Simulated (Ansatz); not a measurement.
**Data sheet: AlRu (DFT)**

AlRu:
```xyz
4
Lattice="1.4742 -4.5429 0.0000 1.4742 4.5429 0.0000 0.0000 0.0000 4.0889" Properties=species:S:1:pos:R:3 pbc="T T T"
Al     1.4742    -0.8441     1.0222
Ru     1.4742    -3.3012     1.0222
Al     1.4742     0.8441     3.0667
Ru     1.4742     3.3012     3.0667
```

Space group Cmcm (No. 63); conventional cell a = 2.9484 Å, b = 9.0858 Å, c = 4.0889 Å, α = 90.00°, β = 90.00°, γ = 90.00°.

Method: PBEsol in the plane-wave PAW code Ansatz. Geometry: relaxed at this level of theory. Other levels are named where they apply.

**Cell and energy**

- Volume per atom = 13.69 Å³
- Density = 7.76 g/cm³
- Formation energy from the elements (no fitted shifts) = -0.40 eV/atom

**Electronic structure**

- Electronic character: metallic (no gap)
- Density of states at the Fermi level: 0.90 states/eV per atom (mean over ±0.08 eV)
- Gap with spin–orbit coupling: none (metallic)

**Mechanics**

Bulk modulus (Birch–Murnaghan fit): 1960 kbar
Pressure derivative B′: 4.5

**Phonons**

Highest zone-centre frequency: 412 cm^-1
Zone-centre stability: no imaginary mode at Γ

The start of the workflow was typed in or built on a structure type; neither database checked (COD, Materials Project) lists it. COD files the formula under space group No. 221, so this cell is another polymorph or a model. Whether it is the stable phase at ambient conditions was not checked. The cell was relaxed with PBEsol under the symmetry of its start. No spin polarisation was allowed. As this level gives no gap, phonon frequencies hold no LO–TO term and depend on the k-mesh and smearing (Fermi–Dirac, 0.1 eV here). Axis ratios of metals converge slowly with the k-mesh, so a and c are less sure than the volume. The references are the lowest solids computed at this level, not always the standard phases. Scalar-relativistic: spin–orbit coupling is off unless named, which matters more the heavier the elements.

Potentials: the later of the program's two PAW sets.
